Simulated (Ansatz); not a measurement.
# LiCd: input and output

The input, for Ansatz 0.2.0 (plane waves, PAW):

```yaml
crystal:
  lattice:
    - [0.0, 3.45486, 3.45486]
    - [3.45486, 0.0, 3.45486]
    - [3.45486, 3.45486, 0.0]
  atoms:
    - { symbol: Cd, position: [0.5, 0.5, 0.5] }
    - { symbol: Cd, position: [0.75, 0.75, 0.75] }
    - { symbol: Li, position: [0.0, 0.0, 0.0] }
    - { symbol: Li, position: [0.25, 0.25, 0.25] }
  symmetry: { tolerance: 0.0003 }
kpoints:
  mp_grid: { grid: [9, 9, 9], shift: [0, 0, 0] }
  band_path:
    path:
      - [0.0, 0.0, 0.0]
      - [0.5, 0.0, 0.5]
      - [0.625, 0.25, 0.625]
      - [0.375, 0.375, 0.75]
      - [0.0, 0.0, 0.0]
      - [0.5, 0.5, 0.5]
      - [0.5, 0.25, 0.75]
      - [0.5, 0.0, 0.5]
    npoints: 8
magnetization:
  spin_polarized: false
scf:
  occupations: { method: fermi_dirac, width: 0.0129 }
  lower_state_search: "off"
  max_iter: 200
hamiltonian:
  pseudopotentials: { kind: paw }
  xc: pbesol
basis:
  ecutwfc: 420
  fft_grid_basis: typed
output:
  forces: true
  stress: true
  eigenvalues: true
  bader: true
  populations: true
  elf: true
  write_potential: true
  volumetric_format: npy
  dos:
    e_range: [-12, 8]
    de: 0.05
    projected: { site_lists: { Cd: [Cd], Li: [Li] } }
  write_density: true
checkpoint:
  read: saved_state
```

Run as

```sh
ansatz run input.yaml --threads 1 --pin off --max-ram 2560MiB --backend cpu --events-out ev --progress --plain --runs-dir out
```

The saved state is an earlier solution for the same cell, perhaps on another mesh. 

Parts of the output:

```
SCF iter   1: F=—  Δρ=1.02e-3  dr2=1.86e-3
SCF iter   2: F=—  Δρ=6.53e-4  dr2=2.10e-4
SCF iter   3: F=—  Δρ=1.24e-4  dr2=1.25e-5
SCF iter   4: F=—  Δρ=4.00e-5  dr2=5.99e-7
SCF iter   5: F=-16775.0400 eV  Δρ=4.29e-6  dr2=1.14e-8
Free energy (F): -16775.0400 eV
Harris-Foulkes:  -16775.0400 eV  (|F-HF|=8.66e-10)
Internal energy: -16775.0388 eV  (E = F + TS)
E sigma→0 (E₀):  -16775.0394 eV
Entropy (-TS):   -0.0012 eV (-0.301 meV/atom)
Fermi energy:    7.8910 eV
--- Per-component energies (eV) ---
  E_band       = -1182.4004
  E_kinetic    = 1050.5115
  E_local      = -7989.7950  (includes V_loc(G=0)·N_el)
  E_nonlocal   = 2.8153
  E_hartree    = 3660.0877
  E_xc         = -371.4398
  E_vxc        = -468.6859  (∫ρ·V_xc dr)
  E_paw        = -8063.4385  (= ΣΔE_a)
  E_vpaw       = -1097.4110  (= ΣTr[D̂ρ^β])
  E_aug_tail   = 0.0000  (compensation charges beyond the density's cutoff)
  E_ewald      = -5064.4640
  E_core_change = 0.6839  (= ΣΔE_core)
  E_smearing   = -0.0012  (= −TS)
--- Stress (GPa, compression-positive) ---
       -4.0935       0.0000       0.0000
        0.0000      -4.0935       0.0000
        0.0000       0.0000      -4.0935
  P = ⅓ Tr σ = -4.0935 GPa (-40.935 kbar)
--- Löwdin populations: 4 sites ---
  site symbol       q [e]
     0     Cd     19.4271
     1     Cd     19.4271
     2     Li      2.9365
     3     Li      2.9365
  spilling = 0.0277 (of n_electrons = 46.0000)
--- Bader charges: 4 sites ---
  site symbol  charge [e]  shift [e]
     0     Cd     -0.8429     0.0003
     1     Cd     -0.8429     0.0003
     2     Li      0.8429     0.0003
     3     Li      0.8429     0.0003
```

Total energies depend on the potentials used, so only differences within one code and one set of settings carry meaning.

Origin: a known structure type with other elements, at an estimated volume, so it need not be a known compound.
